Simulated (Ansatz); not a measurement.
This TiBeH2 structure is the end of a relaxation. The cell was found from a structure generator's guess, not taken from experiment.

Theory: Ansatz 0.2.0, DFT PBE, scalar-relativistic, plane waves, PAW. Cutoff 420 eV, Γ-centred mesh, Gaussian smearing, no spin polarisation.

```xyz
8
Lattice="2.7919 0.0000 0.0000 0.0000 3.8451 0.0000 0.0000 0.0000 5.5190" Properties=species:S:1:pos:R:3 pbc="T T T"
Ti    0.1716    1.9225    0.0000
Ti    2.6203    1.9225    2.7595
Be    1.3959    0.0687    4.1393
Be    1.3959    3.7763    1.3798
H     1.3959    1.4579    1.3798
H     1.3959    2.3871    4.1393
H     0.4225    0.0000    0.0000
H     2.3694    0.0000    2.7595
```

Formation energies are uncorrected and refer to the elements' standard structures at the same level (H₂ as a molecule).

Task: What space group does it have?

Result: P222_1 (No. 17). Conventional cell: a = 2.792 Å, b = 3.845 Å, c = 5.519 Å. Ti has 4 H at 1.90–1.94 Å, 2 H at 2.14 Å, 8 Be at 2.62–2.89 Å and 4 Ti at 2.78–2.79 Å; Be is surrounded by 1 H at 1.53 Å, 2 H at 1.69 Å, 3 H at 2.28–2.32 Å, 8 Ti at 2.62–2.89 Å and 4 Be at 2.76–2.79 Å; H on its first site has 1 Be at 1.53 Å, 2 Ti at 1.90 Å and 2 Ti at 2.14 Å; H on its second site is surrounded by 2 Be at 1.69 Å and 2 Ti at 1.94 Å.

Task: What is its formation energy per atom?

Result: −0.07 eV/atom. Whether it is stable depends on the other phases of the system, which aren't compared here.

Task: Is it a metal?

Result: Yes, bands cross the Fermi level on the 14×10×8 mesh.

The last run used a 14×10×8 mesh (in the run's order of axes) for its 8-atom cell and Gaussian smearing of 0.10 eV. With hydrogen, zero-point motion can shift formation energies by some tens of meV/atom. This cell was reached by moving the atoms of another relaxed cell at random and relaxing again, last within the group found; it had no such test of its own.
